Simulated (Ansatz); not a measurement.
# Rh (fcc)

Computed with Ansatz (plane waves, PAW, 420 eV cutoff): PBE with spin–orbit coupling, two-component spinors, Γ-centred 18×18×18 mesh, 0.05 eV Gaussian smearing; PAW files: Ansatz's generated set soft_2.

```yaml
crystal:
  lattice:
    - [0.00000, 1.91534, 1.91534]
    - [1.91534, 0.00000, 1.91534]
    - [1.91534, 1.91534, 0.00000]
  atoms:
    - { symbol: Rh, position: [0.00000, 0.00000, 0.00000] }
```

Task: Which orbitals carry the states at the Fermi level, and how many states are there?

Result: Within 0.1 eV of it: Rh 4d 97 % (shares among the projected shells). The density of states at the Fermi level is about 1.3 states/eV per cell, averaged over 0.3 eV.

Density of states (tetrahedra, averaged over 0.3 eV; states/eV per cell of 1 atom; energy in eV from the Fermi level; projections on Löwdin-orthogonalised atomic orbitals, summed over sites):

| E | total | Rh 4d | Rh 5s |
| --- | --- | --- | --- |
| -6.70 | 0.09 | 0.00 | 0.08 |
| -6.40 | 0.11 | 0.01 | 0.10 |
| -6.10 | 0.21 | 0.08 | 0.13 |
| -5.80 | 0.82 | 0.58 | 0.23 |
| -5.50 | 1.45 | 1.14 | 0.29 |
| -5.20 | 2.08 | 1.75 | 0.31 |
| -4.90 | 1.78 | 1.61 | 0.15 |
| -4.60 | 1.40 | 1.30 | 0.08 |
| -4.30 | 1.20 | 1.13 | 0.05 |
| -4.00 | 1.39 | 1.33 | 0.04 |
| -3.70 | 1.28 | 1.21 | 0.05 |
| -3.40 | 1.49 | 1.39 | 0.07 |
| -3.10 | 1.54 | 1.42 | 0.08 |
| -2.80 | 2.35 | 2.18 | 0.12 |
| -2.50 | 1.92 | 1.80 | 0.09 |
| -2.20 | 1.32 | 1.21 | 0.09 |
| -1.90 | 1.38 | 1.27 | 0.07 |
| -1.60 | 1.34 | 1.25 | 0.06 |
| -1.30 | 1.62 | 1.53 | 0.06 |
| -1.00 | 1.50 | 1.42 | 0.05 |
| -0.70 | 1.30 | 1.23 | 0.05 |
| -0.40 | 1.23 | 1.16 | 0.04 |
| -0.10 | 1.29 | 1.23 | 0.04 |
| 0.20 | 1.60 | 1.55 | 0.04 |
| 0.50 | 2.14 | 2.07 | 0.05 |
| 0.80 | 1.02 | 0.95 | 0.06 |
| 1.10 | 0.26 | 0.17 | 0.07 |
| 1.40 | 0.23 | 0.13 | 0.08 |
| 1.70 | 0.24 | 0.12 | 0.09 |
| 2.00 | 0.24 | 0.11 | 0.10 |
| 2.30 | 0.24 | 0.10 | 0.10 |
| 2.60 | 0.24 | 0.09 | 0.11 |
| 2.90 | 0.24 | 0.08 | 0.11 |
| 3.20 | 0.25 | 0.07 | 0.11 |
| 3.50 | 0.25 | 0.06 | 0.11 |
| 3.80 | 0.25 | 0.05 | 0.11 |
| 4.10 | 0.24 | 0.05 | 0.11 |

The calculation's cell holds 17 valence electrons, an odd number. Without magnetic order each Kramers pair of bands takes two, so one stays part-filled and the crystal must be a metal. (Only strong correlation, outside this picture, could make a Mott insulator of it.)
